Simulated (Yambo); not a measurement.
```xyz
4
Lattice="2.8408 1.6401 2.3184 -2.8408 1.6401 2.3184 0.0000 -3.2802 2.3184" Properties=species:S:1:pos:R:3 pbc="T T T"
F      1.4154    -2.4516     3.4777
F      1.4154     2.4516     3.4777
F     -2.8309     0.0000     3.4777
Sc     0.0000     0.0000     0.0000
```

ScF3 (space group R32, No. 155, within 0.06 Å of Pm-3m) under isotropic strain (on all lattice vectors), counted from the cell relaxed with PBEsol, atoms relaxed at each step. PBEsol (Quantum ESPRESSO, PseudoDojo norm-conserving, 84 Ry, without SOC); G0W0 in Yambo (4×4×4 Γ-centred k mesh, bands 2 to 154 and a 10 Ry block in the screening, 154 bands in G with the Bruneval-Gonze terminator, plasmon pole fitted at 27.2 eV).

Unstrained, the direct gap at Γ is 6.84 eV in PBEsol and 11.93 eV in G0W0.

Question: How fast does it move with strain?

Answer: Between -0.7 % and +1 % the direct gap at Γ has a volume deformation potential dE/dlnV of -5.9 eV in G0W0 and -5.4 eV in PBEsol. (G0W0: 12.048 eV at -0.7 %, 11.747 eV at +1 %; Δ ln V = 3 ln(1.01/0.993) = 0.0509.) Convergence of the GW settings isn't established.
